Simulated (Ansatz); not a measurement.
## Mg$_{3}$ZnTe$_{4}$: relaxed-ion elastic tensor

These are results of Ansatz 0.2.0, DFT PBE, scalar-relativistic, plane waves, PAW, not measurements. Cutoff 420 eV, 6×6×2 k-points (Γ-centred), fixed occupations. No spin polarisation.

The cell, relaxed at this level:
```
Mg Zn Te
1.0
     4.53785    0.00000    0.00000
    -2.26892    3.92989    0.00000
     0.00000    0.00000   14.91164
Mg Zn Te
3 1 4
Direct
  0.66667 0.33333 0.00489
  0.66667 0.33333 0.49546
  0.00000 0.00000 0.75028
  0.00000 0.00000 0.25039
  0.66667 0.33333 0.19473
  0.66667 0.33333 0.68451
  0.00000 0.00000 0.43052
  0.00000 0.00000 0.93921
```

The structure comes from a generated guess, relaxed at this level; another structure or a mixture of phases may lie lower. Spin–orbit coupling is left out, which matters for heavy elements.

Question: Give the relaxed-ion elastic constants (GPa, Voigt order xx yy zz yz xz xy, on the Cartesian axes of the cell above).

Answer:
```
54.3 27.5 23.1  0.2  0.0  0.0
27.5 54.3 23.1 -0.2  0.0  0.0
23.1 23.1 63.8  0.0  0.0  0.0
 0.2 -0.2  0.0 11.3  0.0  0.0
 0.0  0.0  0.0  0.0 11.3  0.2
 0.0  0.0  0.0  0.0  0.2 13.4
```

Question: Is the crystal stable against homogeneous strain?

Answer: Yes: the least eigenvalue of the tensor is 11.2 GPa.

Question: And the moduli of a polycrystal (Hill averages)?

Answer: B = 35 GPa, G = 13 GPa, E = 36 GPa, ν = 0.33.
